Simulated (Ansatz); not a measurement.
**Al2O3 at several levels of theory**

One geometry, relaxed with PBE, and single points on it; plane waves with PAW potentials in Ansatz, scalar-relativistic unless the row names spin-orbit coupling. No spin polarisation. Meshes are on the primitive cell of 10 atoms. Gaps are the least over mesh and band path; pressure is positive in compression. Smearing is Gaussian, 0.02 eV.

```xyz
10
Lattice="2.4044 1.3882 4.3745 -2.4044 1.3882 4.3745 0.0000 -2.7763 4.3745" Properties=species:S:1:pos:R:3 pbc="T T T"
Al    0.0000    0.0000    4.6214
Al    0.0000    0.0000    1.9404
Al    0.0000    0.0000    8.5021
Al    0.0000    0.0000   11.1831
O    -0.9321    1.3882    7.6554
O    -0.7361   -1.5013    7.6554
O     1.6682    0.1131    7.6554
O     0.9321   -1.3882    5.4681
O     0.7361    1.5013    5.4681
O    -1.6682   -0.1131    5.4681
```

| level | cutoff (eV) | k mesh | gap (eV) | pressure (GPa) | rough cost with bands (core-min) |
| --- | --- | --- | --- | --- | --- |
| PBE | 420 | 6×6×6 | 5.85 | 0.0 | 4 |

**Question.** What do r2SCAN, LDA give on the same cell?

**Answer.**
```json
{"level": "r2SCAN", "cutoff (eV)": "500", "k mesh": "6×6×6", "gap (eV)": "6.74", "pressure (GPa)": "-7.4", "rough cost with bands (core-min)": "4"}
{"level": "LDA", "cutoff (eV)": "420", "k mesh": "6×6×6", "gap (eV)": "5.79", "pressure (GPa)": "-12.0", "rough cost with bands (core-min)": "3"}
```